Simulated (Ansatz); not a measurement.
Fields on a plane of Co3Mo (space group P6_3/mmc)

```xyz
8
Lattice="5.0389 0.0000 0.0000 -2.5194 4.3638 0.0000 0.0000 0.0000 4.0299" Properties=species:S:1:pos:R:3 pbc="T T T"
Co     2.5194     2.9518     1.0075
Co     0.0000     1.4120     3.0224
Co    -1.2966     3.6578     3.0224
Co     3.8160     0.7060     1.0075
Co     1.2229     0.7060     1.0075
Co     1.2966     3.6578     3.0224
Mo     0.0000     2.9092     1.0075
Mo     2.5194     1.4546     3.0224
```

The slice is a (-1 2 -1 0) plane (indices of the conventional cell) through the point (0.162, 0.838, 0.750) (fractional), spanned by u = [001] and v = [210] in vectors of this cell: u (4.03 Å) and v (8.73 Å, at 90° to u). It covers one period; positions are fractions (u, v).

Atoms on it: Co at (0.50, 0.84); Co at (0.00, 0.50), 0.1 Å off the plane; Co at (0.00, 0.00); Co at (0.50, 0.34), 0.1 Å off the plane. Other atoms lie within 1 Å of the plane.

Calculation: PBEsol (plane waves to 420 eV, PAW, scalar-relativistic; Ansatz, a program for electronic structure). k mesh 11×11×12. Inside the PAW spheres the values are not all-electron values, and peaks at nuclei hang on which shells count as valence. Co3Mo was relaxed with its symmetry unable to fall. Relaxed Co3Mo ends with moments of both signs. Other magnetic orders were not checked, so this need not be the ground state.

```
v \ u   0.00   0.13  0.27   0.40   0.53  0.67  0.80   0.93
-----  -----  -----  ----  -----  -----  ----  ----  -----
0.88    0.00   0.00  0.00   0.15   0.39  0.04  0.00   0.00
0.75   -0.01   0.00  0.00   0.02   0.02  0.01  0.00  -0.01
0.62    0.00   0.00  0.00  -0.01  -0.01  0.00  0.00   0.00
0.50    1.25   0.09  0.00  -0.01  -0.01  0.00  0.02   0.55
0.38    0.00   0.00  0.00   0.16   0.36  0.04  0.00   0.00
0.25   -0.01  -0.01  0.00   0.02   0.03  0.01  0.00  -0.01
0.12    0.00   0.00  0.00   0.00  -0.01  0.00  0.00   0.00
0.00    1.32   0.10  0.00  -0.01  -0.01  0.00  0.02   0.59
```

Values: spin density, up minus down in e/Å³. 

```
|xxxx46644664xxx|
|xxxx43xxxx34xxx|
|xxx43xxxxxx34xx|
|3466xxxxxxxx664|
|6676xxxxxxxx676|
|4565xxxxxxxx565|
|23562xxxxxx2653|
|125761xxxx16752|
|236887422478863|
|567999766799976|
|678998655689987|
|347886422468874|
|xxx5752002575xx|
|xxxx55311355xxx|
|xxxx36533563xxx|
|xxxx36655663xxx|
|xxxx46544564xxx|
|xxxx43xxxx34xxx|
|xxx43xxxxxx34xx|
|3466xxxxxxxx664|
|5676xxxxxxxx676|
|3465xxxxxxxx564|
|12452xxxxxx2542|
|014661xxxx16641|
|125787522578752|
|457999766799975|
|668998755789986|
|346897533579864|
|xxx5763113675xx|
|xxxx56422465xxx|
|xxxx46544564xxx|
|xxxx37766773xxx|
```
Scale: ten equal steps from 7.59 (start of '0') to 14.74 (end of '9'), in the order '0123456789'. Values: electrostatic potential energy of an electron, from the cell's mean, in eV. The map has 15 points along u (one character each, u = 0 at the left) and 32 along v (v = 0 in the bottom row). Points within 1 Å of a nucleus are blanked (x), as the pseudised field means little there. The zero, the cell's mean, hangs on the PAW cores.

Density on the Co–Co line (2.46 Å) at its midpoint: 0.37 e/Å³
ELF at that point: 0.3
